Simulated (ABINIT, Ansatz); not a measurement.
This is a calculation of GdO for ABINIT 10.8.3 (patched build). The cell comes from a database or a generator and needn't be the stable form of this composition.

File run.abi:

```
# Pseudopotentials
pp_dirpath "./"
pseudos "Gd.GGA_PBE-JTH.xml, O.GGA_PBE-JTH.xml"

# Structure
structure "poscar:POSCAR"
natom 2

# Plane-wave basis
ecut 23.0
pawecutdg 45.0
pawxcdev 0

# k points
kptopt 1
ngkpt 9 9 9
nshiftk 1
shiftk 0.0 0.0 0.0

# Exchange and correlation
ixc 11

# Bands and occupations
nband 21
occopt 3
tsmear 0.05 eV

# Spin
nsppol 2
spinat
     0.0000000000     0.0000000000     7.0000000000
     0.0000000000     0.0000000000     0.0000000000

# SCF cycle
nstep 100
tolvrs 1.0e-9

# Output
iomode 3
prtwf 0
prtden 0
prteig 0
prtebands 0
enunit 1
```

The input POSCAR:

```
GdO
1.0
    0.0000000000      2.7000000000      2.7000000000
    2.7000000000      0.0000000000      2.7000000000
    2.7000000000      2.7000000000      0.0000000000
Gd O
1 1
Direct
    0.0000000000      0.0000000000      0.0000000000  Gd
    0.2500000000      0.2500000000      0.2500000000  O
```

Potentials or basis: JTH PAW PBE v2.0.

The run is started by

```bash
$ abinit run.abi > log 2>&1
```

What does the same run look like in Ansatz 0.2.0? Potentials or basis there: Ansatz PAW, cutoff 420 eV.

As run (cutoffs and basis follow the program's own potentials, and thresholds, step limits or extra output files can differ):

Contents of input.yaml:

```yaml
crystal:
  lattice:
    - [0.0, 2.7, 2.7]
    - [2.7, 0.0, 2.7]
    - [2.7, 2.7, 0.0]
  atoms:
    - { symbol: Gd, position: [0.0, 0.0, 0.0], spin: 7.0 }
    - { symbol: O, position: [0.25, 0.25, 0.25] }
hamiltonian:
  xc: pbe
  pseudopotentials: { kind: paw }
magnetization:
  spin_polarized: true
kpoints:
  mp_grid: { grid: [9, 9, 9] }
scf:
  occupations: { method: fermi_dirac, width: 0.05 }
output:
  forces: true
  stress: true
  eigenvalues: true
  write_density: true
  write_potential: true
  elf: true
  volumetric_format: npy
```

Potentials or basis: Ansatz PAW.

Command:

```sh
$ ansatz run input.yaml --threads 1 --pin off --max-ram 3584MiB --backend cpu --events-out ev --progress --plain --runs-dir out
```

Both were run:

|  | ABINIT | Ansatz |
| --- | --- | --- |
| Pressure | 0.0 GPa | -0.6 GPa |
| Net moment | -6.05 μB per cell | 7.54 μB per cell |

Ansatz's pressure holds a Pulay term of +0.32 GPa for its cutoff of 420 eV, which the other run lacks.

Where Ansatz's input types no cutoff or centring, it takes its own default and a Γ-centred mesh.

The magnetic state is the one that the start led to; the real crystal's order can differ.

Pressure is positive in compression.
